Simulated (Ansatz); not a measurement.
## Property card for Ga$_{3}$NO$_{3}$

Ga3NO3:
```
CELL_PARAMETERS angstrom
     -2.95200     4.13447     2.95939
      2.95200    -4.13447     2.95939
      2.95200     4.13447    -2.95939
ATOMIC_POSITIONS crystal
  Ga 0.75861 0.75440 0.50420
  Ga 0.25020 0.25440 0.49580
  Ga 0.76808 0.26808 0.50000
  Ga 0.76808 0.76808 0.00000
  Ga 0.12447 0.48922 0.13526
  Ga 0.35396 0.98922 0.86474
  O  0.50106 0.26346 0.73760
  N  0.96483 0.72794 0.73688
  O  0.50133 0.73780 0.74224
  O  0.50133 0.25909 0.26353
  N  0.99106 0.22794 0.26312
  O  0.52585 0.76346 0.26240
  O  0.99556 0.75909 0.25776
  O  0.99556 0.23780 0.73647
```

Space group Ima2 (No. 46); conventional cell a = 5.9040 Å, b = 8.2689 Å, c = 5.9188 Å, α = 90.00°, β = 90.00°, γ = 90.00°.

Method: the program Ansatz at the PBEsol level (PAW). Structure relaxed to zero pressure with the same functional. Other levels are named where they apply.

**Cell and energy**

- Volume per atom = 10.32 Å³
- Density = 6.23 g/cm³
- Formation energy from the elements (no fitted shifts) = -1.46 eV/atom

**Electronic structure**

- Band gap = 1.05 eV (direct)
- Valence-band maximum = at Γ
- Conduction-band minimum = at Γ
- Electron effective mass = 0.20 mₑ (isotropic)
- Hole effective mass = 0.25, 5.1, 6.2 mₑ (principal values)

**Mechanics**

* **Bulk modulus (Birch–Murnaghan fit)**: 199 GPa
* **Pressure derivative B′**: 4.5

The start of the workflow was typed in or built on a structure type; neither database checked (COD, Materials Project) lists it. Whether it is the stable phase at ambient conditions was not checked. Symmetry was held in the PBEsol relaxation; whether a distortion lowers the energy is not shown. The references are the lowest solids computed at this level, not always the standard phases (solids in place of the gases). Spin–orbit coupling is left out wherever it is not named.

Potentials: the earlier of the program's two PAW sets. The files were generated under PBE; for other functionals the program regenerates the frozen cores, and for LDA and PBEsol the local potential too.
